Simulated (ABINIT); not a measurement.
ABINIT input for BaZrO3, PBE with JTH PAW datasets:

```
pp_dirpath "./pseudo"
pseudos "Ba.GGA_PBE-JTH.xml, Zr.GGA_PBE-JTH.xml, O.GGA_PBE-JTH.xml"

acell 3*1.0 angstrom
rprim
    4.212390000000     0.000000000000     0.000000000000
    0.000000000000     4.212390000000     0.000000000000
    0.000000000000     0.000000000000     4.212390000000
ntypat 3
znucl 56 40 8
natom 5
typat 1 2 3 3 3
xred
    0.000000000000     0.000000000000     0.000000000000
    0.500000000000     0.500000000000     0.500000000000
    0.500000000000     0.000000000000     0.500000000000
    0.000000000000     0.500000000000     0.500000000000
    0.500000000000     0.500000000000     0.000000000000
tolsym 1e-5
chksymtnons 0
chkprim 0

ecut 22.5
pawecutdg 45
pawovlp 20
ngkpt 5 5 5
nshiftk 1
shiftk 0 0 0
nband 23
occopt 7
tsmear 0.001
diemac 8
tolvrs 1e-10
nstep 90

nucefg 2
quadmom 0.245 0.176 0.0256
nucfc 1
prtwf 0
prtden 0
prteig 0
prtebands 0
prtgsr 0
```

Geometry: a computed entry of the Materials Project; it was not checked against measured cells. It is BaZrO3 in Pm-3m. Stability against distortions was not tested. The run has no spin polarisation.

Each row changes or adds one setting. The quadmom values are sizes without sign and don't touch the SCF cycle. The limit is 90 steps. Cost ratios are rough, from a shared machine.  

```json
[
 {"setting typed": "as in the input", "SCF steps": "13", "k-points": "10", "converged": "yes", "rough cost ratio": "about 1"},
 {"setting typed": "diemac = 1000", "SCF steps": "14", "k-points": "10", "converged": "yes", "rough cost ratio": "about 1"},
 {"setting typed": "diemac = 16", "SCF steps": "14", "k-points": "10", "converged": "yes", "rough cost ratio": "about 1"},
 {"setting typed": "diemac = 40", "SCF steps": "14", "k-points": "10", "converged": "yes", "rough cost ratio": "about 1"},
 {"setting typed": "diemix = 0.4", "SCF steps": "16", "k-points": "10", "converged": "yes", "rough cost ratio": "about 1"},
 {"setting typed": "diemix = 1.0", "SCF steps": "13", "k-points": "10", "converged": "yes", "rough cost ratio": "about 1"},
 {"setting typed": "iscf = 12", "SCF steps": "90", "k-points": "10", "converged": "no", "rough cost ratio": "4"},
 {"setting typed": "iscf = 3", "SCF steps": "24", "k-points": "10", "converged": "yes", "rough cost ratio": "2"},
 {"setting typed": "iscf = 7", "SCF steps": "15", "k-points": "10", "converged": "yes", "rough cost ratio": "about 1"},
 {"setting typed": "kptopt = 2", "SCF steps": "13", "k-points": "63", "converged": "yes", "rough cost ratio": "6"},
 {"setting typed": "kptopt = 3", "SCF steps": "13", "k-points": "125", "converged": "yes", "rough cost ratio": "20"}
]
```

Fewest SCF steps among converged rows: 13 (as in the input, diemix = 1.0, kptopt = 2, kptopt = 3); most steps: 90 (iscf = 12). Steps of different solvers differ in work.
